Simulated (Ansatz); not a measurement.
LaNi2Ge2:
```yaml
crystal:
  lattice:
    - [-2.09164, 2.09164, 4.95123]
    - [2.09164, -2.09164, 4.95123]
    - [2.09164, 2.09164, -4.95123]
  atoms:
    - { symbol: La, position: [0.00000, 0.00000, 0.00000] }
    - { symbol: Ni, position: [0.25000, 0.75000, 0.50000] }
    - { symbol: Ni, position: [0.75000, 0.25000, 0.50000] }
    - { symbol: Ge, position: [0.63633, 0.63633, 0.00000] }
    - { symbol: Ge, position: [0.36367, 0.36367, 0.00000] }
```

Relaxed with r²SCAN. Special points in fractions of this cell's reciprocal vectors: Γ (0.000, 0.000, 0.000); X (0.000, 0.000, 0.500); P (0.250, 0.250, 0.250); N (0.000, 0.500, 0.000); M (0.500, 0.500, -0.500); S (0.295, 0.705, -0.295); S0 (-0.295, 0.295, 0.295); R (-0.089, 0.089, 0.500); G (0.500, 0.500, -0.089).

Question: List the band energies nearest the Fermi level at these points for plane-wave PAW r²SCAN (Ansatz code).

Answer: In eV from the Fermi level; about four levels below and three above (degenerate sets whole), none deeper than 8.9 eV; points with the same levels are listed once.

```csv
k,below,above
Γ,-1.28 -1.24 -0.80 -0.30,1.54 1.54 2.09
X,-1.30 -0.54 -0.54 -0.52,2.10 2.64 2.75
P,-0.91 -0.91 -0.51 -0.51,1.69 2.70 2.70
N,-1.76 -1.51 -1.16 -0.04,1.19 1.39 1.59
M,-1.28 -0.82 -0.82 -0.80,0.48 1.22 2.16
S,-1.70 -1.69 -0.03 -0.03,0.17 1.82 2.20
R,-0.86 -0.62 -0.51 -0.41,2.10 2.62 2.73
```

Space group I4/mmm. The first step of the workflow began from a Materials Project structure, measured or hypothetical; the Crystallography Open Database copy checked does not list it. Its standing as an ambient phase is unchecked. The r²SCAN relaxation kept the symmetry of its start; its stability against distortions is not shown here. No spin polarisation was allowed. Spin–orbit coupling is left out wherever it is not named.

Potentials: the later of the program's two PAW sets.
